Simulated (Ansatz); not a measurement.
HfC:
```xyz
2
Lattice="0.0000 2.5133 2.5133 2.5133 0.0000 2.5133 2.5133 2.5133 0.0000" Properties=species:S:1:pos:R:3 pbc="T T T"
Hf     0.0000     0.0000     0.0000
C      1.2567     1.2567     1.2567
```

The program Ansatz at the r²SCAN level (PAW) gives a gap of 0.57 eV without spin–orbit coupling, maximum at W, minimum at W.

Task: What happens when spin–orbit coupling is switched on?

Result: The gap falls by 0.15 eV, to 0.42 eV; maximum at W, minimum at W.

Task: Give the electron effective mass with spin–orbit coupling.

Result: 0.30, 0.30, 2.6 mₑ (principal values).

Task: Give the hole effective mass with spin–orbit coupling.

Result: 1.4, 1.4, 4.3 mₑ (principal values).

Space group F-43m (zinc blende). The start of the workflow was typed in or built on a structure type; neither database checked (COD, Materials Project) lists it. It is not the phase usual at ambient conditions (space group No. 225). The r²SCAN relaxation kept the symmetry of its start; its stability against distortions is not shown here. The run is not spin-polarised.

Potentials: the later of the program's two PAW sets.
